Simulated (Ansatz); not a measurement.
Given:

ZnS:
Space group F-43m (No. 216); a = b = c = 5.297 Å, α = β = γ = 90.00°

| atom | site | symmetry | x | y | z |
|---|---|---|---|---|---|
| Zn | 4a | -43m | 0.0000 | 0.0000 | 0.0000 |
| S | 4c | -43m | 0.2500 | 0.2500 | 0.2500 |
(The calculation used a cell of 2 atoms; values per cell refer to that cell.)

This is the LDA-relaxed structure.

### Question
All from plane-wave PAW LDA (Ansatz code), unless another level is named. Give the Born charges (a third of the trace).

### Answer
Zn +1.90, S -1.90 e.

### Question
Give the largest static χ(2) component.

### Answer
21 pm/V.

### Question
Next, the electronic dielectric constant ε∞ (DFPT)?

### Answer
6.18.

### Question
Give the static dielectric constant ε0 (ions relaxed, cell fixed).

### Answer
8.80.

The cell was relaxed with LDA under the symmetry of its start.

Potentials: the earlier of the program's two PAW sets. The files were generated under PBE; for other functionals the program regenerates the frozen cores, and for LDA and PBEsol the local potential too.
